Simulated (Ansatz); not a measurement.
P:
```xyz
4
Lattice="1.6502 -5.5086 0.0000 1.6502 5.5086 0.0000 0.0000 0.0000 4.5566" Properties=species:S:1:pos:R:3 pbc="T T T"
P      1.6502     1.0510     2.6814
P      1.6502    -1.0510     1.8752
P      1.6502    -4.4576     4.1534
P      1.6502     4.4576     0.4031
```

Relaxed with r²SCAN. Special points in fractions of this cell's reciprocal vectors: Γ (0.000, 0.000, 0.000); Y (-0.500, 0.500, 0.000); C0 (-0.272, 0.728, 0.000); Σ0 (0.272, 0.272, 0.000); Z (0.000, 0.000, 0.500); A0 (0.272, 0.272, 0.500); E0 (-0.272, 0.728, 0.500); T (-0.500, 0.500, 0.500); S (0.000, 0.500, 0.000); R (0.000, 0.500, 0.500).

List the band energies nearest the valence-band maximum at these points for the program Ansatz at the r²SCAN level (PAW).

In eV from the valence-band maximum; about four levels below and three above (degenerate sets whole), none deeper than 8.9 eV; points with the same levels are listed once.

```tsv
k	below	above
Γ	-4.26 -2.86 -2.68 -1.22	0.71 1.27 2.16
Y	-4.35 -2.53 -1.67 0.00	0.25 1.04 2.37
C0	-3.79 -3.53 -2.71 -2.49	0.88 1.02 1.47
Z	-3.43 -3.43 -1.73 -1.73	1.70 1.70 3.10 3.10
A0	-4.97 -4.97 -1.79 -1.79	1.95 1.95 3.53 3.53
T	-2.93 -2.93 -2.03 -2.03	1.65 1.65 2.84 2.84
S	-3.53 -3.53 -2.70 -2.70	0.87 0.87 1.69 1.69
R	-5.46 -5.46 -1.88 -1.88	1.87 1.87 3.64 3.64
```

Space group Cmce (black phosphorus). The r²SCAN relaxation kept the symmetry of its start. A crystal of weakly bound layers computed without a dispersion correction: the cell and the soft elastic constants depend strongly on that.

Potentials: the later of the program's two PAW sets.
